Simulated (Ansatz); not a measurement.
YSiNO2 in space group P4/mmm (No. 123; Y on 1b, Si on 1c, N on 1d, O on 2f), plane-wave PAW r²SCAN (Ansatz code), all energies at zero smearing, with the estimated change up to a 700 eV cutoff added, with one set of potentials and settings (totals compare only within such a set). Cell of 5 atoms (1 Y, 1 Si, 1 N, 2 O): -6028.239 eV.

| element | reference phase | E (eV/atom) |
|---|---|---|
| Y | P6_3/mmc, 2 atoms in the cell | -3859.7274 |
| Si | Fd-3m, 2 atoms in the cell | -639.0665 |
| N | Pa-3, 8 atoms in the cell | -384.8341 |
| O | C2/m, 4 atoms in the cell, spin-polarised | -566.0346 |

Formation energy per atom, worked out: (-6028.239 − 1×(-3859.7274) − 1×(-639.0665) − 1×(-384.8341) − 2×(-566.0346))/5 = -2.508 eV/atom (-242 kJ per mol of atoms), at 0 K, without zero-point energy or fitted corrections.

The start of the workflow was typed in or built on a structure type; neither database checked (COD, Materials Project) lists it. COD files the formula under space group No. 15, 63, so this cell is another polymorph or a model. Whether it is the stable phase at ambient conditions was not checked. The cell was relaxed with r²SCAN under the symmetry of its start; its stability against distortions is not shown here. No spin polarisation was allowed. The references are the lowest solids computed at this level, not always the standard phases (solids in place of the gases).

Potentials: the earlier of the program's two PAW sets.
